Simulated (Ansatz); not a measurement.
## TiO2: a ladder of calculations

Cell of run 1: an entry of the Crystallography Open Database (COD), taken as it stands.

Space group Pbca (No. 61); a = 5.1450, b = 9.1850, c = 5.4470 Å.

| site | Wyckoff | site symmetry | x | y | z |
| --- | --- | --- | --- | --- | --- |
| Ti | 8c | 1 | 0.1270 | 0.1270 | 0.8870 |
| O9 | 8c | 1 | 0.4650 | 0.2300 | 0.8950 |
| O17 | 8c | 1 | 0.8200 | 0.0100 | 0.8450 |

One atom of each set is listed.

Relaxed positions (PBE, cell held):

Ti (0.1386, 0.1290, 0.9056)
O9 (0.4646, 0.2299, 0.8912)
O17 (0.8160, 0.0098, 0.8506)

All runs are DFT with Ansatz 0.2.0 (plane waves and PAW, scalar-relativistic unless spin–orbit coupling is named, Γ-centred meshes, Fermi–Dirac smearing where given) in this cell.

Run 1: PBE, atoms as given; 420 eV, 5×3×4 k-points, smearing 0.02 eV.
Run 2: PBE, atoms relaxed; 420 eV, 5×3×4 k-points, smearing 0.02 eV.
Run 3: r2SCAN, at the relaxed atoms; 500 eV, 5×3×4 k-points, smearing 0.02 eV.

(1) What does each run give, and what moves the gradients most?

Results:

(1) 

```json
{"run": "1", "Ti V_zz (η)": "1.38 (0.19)", "O9 V_zz (η)": "2.40 (0.73)", "O17 V_zz (η)": "2.11 (0.47)"}
{"run": "2", "Ti V_zz (η)": "1.96 (0.85)", "O9 V_zz (η)": "-2.39 (0.84)", "O17 V_zz (η)": "1.99 (0.86)"}
{"run": "3", "Ti V_zz (η)": "1.93 (0.85)", "O9 V_zz (η)": "-2.55 (0.76)", "O17 V_zz (η)": "2.13 (0.96)"}
```

V_zz in 10²¹ V/m². Against run 1, the gradient tensors on these sites move by at most 2.11 in run 2 (Ti), 2.08 in run 3 (Ti). Taken one at a time, the positions of the atoms (as given or relaxed) move the tensors on these sites by up to 2.11 (largest principal value of the change, on Ti), the functional (r2SCAN with its higher cutoff) by 0.25 (O17). On some sites the largest principal value moves to another axis from run to run, and the sign of V_zz can flip with it.

In run 1 the atoms aren't at the calculated equilibrium (largest force 0.82 eV/Å). The cell isn't the equilibrium one in run 1 (calculated pressure 5 GPa), and the entry's cell may itself be off.
